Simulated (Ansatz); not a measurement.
Relaxed-ion elastic tensor of CaTiO3 (cubic perovskite, space group No. 221) in GPa (Voigt order), DFT-PBEsol in the program Ansatz with PAW potentials; density 3.98 g/cm³, 11.33 Å³ per atom.

```
 367   102   102   0.0   0.0   0.0
 102   367   102   0.0   0.0   0.0
 102   102   367   0.0   0.0   0.0
 0.0   0.0   0.0  98.6   0.0   0.0
 0.0   0.0   0.0   0.0  98.6   0.0
 0.0   0.0   0.0   0.0   0.0  98.6
```

### Question
Is the crystal mechanically stable?

### Answer
Yes: the smallest eigenvalue of C is 98.6 GPa.

### Question
Work out the Voigt, Reuss and Hill averages.

### Answer
K_V = 190, K_R = 190, K_H = 190; G_V = 112, G_R = 110, G_H = 111 GPa.

### Question
Give Young's modulus, Poisson's ratio, Pugh's ratio and the universal anisotropy index.

### Answer
E = 9KG/(3K + G) = 279 GPa; ν = 0.26; K/G = 1.71 (near the Pugh limit of 1.75, no verdict); A_U = 5G_V/G_R + K_V/K_R − 6 = 0.11.

### Question
Estimate the sound speeds and the Debye temperature.

### Answer
v_l = √((K + 4G/3)/ρ) = 9220 m/s, v_t = √(G/ρ) = 5280 m/s, mean 5870 m/s; Θ = (h/k)(3n/4πV)^(1/3) v_m = 777 K.

### Question
Give the Zener ratio and Young's modulus along [100], [110] and [111].

### Answer
A = 2C44/(C11 − C12) = 0.74; 1/E = S11 − 2(S11 − S12 − S44/2)Γ with Γ = 0, 1/4, 1/3 gives 323, 267, 252 GPa.

### Question
Solve the Christoffel equation for the three sound speeds along [100], [110], [111].

### Answer
Eigenvalues of C_ijkl n_j n_l equal ρv². In km/s, slowest first: [100] 4.97, 4.97, 9.60; [110] 4.97, 5.77, 9.14; [111] 5.52, 5.52, 8.99.

Space group Pm-3m (cubic perovskite). The workflow started from an entry of the Crystallography Open Database (COD), which files this formula under 5 space groups. Its standing as an ambient phase is unchecked. Symmetry was held in the PBEsol relaxation; whether a distortion lowers the energy is not shown. No spin polarisation was allowed.

Potentials: the later of the program's two PAW sets.
